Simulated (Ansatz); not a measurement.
BaTiO$_{3}$ in space group P4mm (No. 99; Ba on 1b, Ti on 1a, O on 2c, O on 1a), DFT-LDA in the program Ansatz with PAW potentials, all energies at zero smearing, with the estimated change up to a 700 eV cutoff added, with one set of potentials and settings (totals compare only within such a set). Cell of 5 atoms (1 Ba, 1 Ti, 3 O): -9904.659 eV.

```tsv
element	reference phase	E (eV/atom)
Ba	Im-3m, 1 atoms in the cell	-5779.7058
Ti	P6/mmm, 3 atoms in the cell	-2450.3338
O	C2/m, 4 atoms in the cell, spin-polarised	-552.6597
```

Formation energy per atom, worked out: (-9904.659 − 1×(-5779.7058) − 1×(-2450.3338) − 3×(-552.6597))/5 = -3.328 eV/atom (-321 kJ per mol of atoms), at 0 K, without zero-point energy or fitted corrections.

Symmetry was held in the LDA relaxation. At this level the phase is dynamically unstable (imaginary phonons). No spin polarisation was allowed. The references are the lowest solids computed at this level, not always the standard phases (solids in place of the gases). Spin–orbit coupling is left out wherever it is not named.

Potentials: the earlier of the program's two PAW sets. The files were generated under PBE; for other functionals the program regenerates the frozen cores, and for LDA and PBEsol the local potential too.
